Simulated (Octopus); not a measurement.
Pt (Fm-3m, No. 225):
```xyz
1
Lattice="0.0000 1.9716 1.9716 1.9716 0.0000 1.9716 1.9716 1.9716 0.0000" Properties=species:S:1:pos:R:3 pbc="T T T"
Pt     0.0000     0.0000     0.0000
```
The cell is a database entry, not relaxed again.

All numbers are Octopus results at the level LDA (grid spacing about 0.15 Å, Γ-centred 12×12×12 k-mesh, Fermi-Dirac smearing of 0.1 eV, no spin polarisation; PseudoDojo 0.4 LDA potentials), not measurements. Spin-orbit coupling is left out.

Problem. What band gap does LDA give on the standard high-symmetry path?

Solution. none: the highest band that would be full and the next one overlap by 2.2 eV.
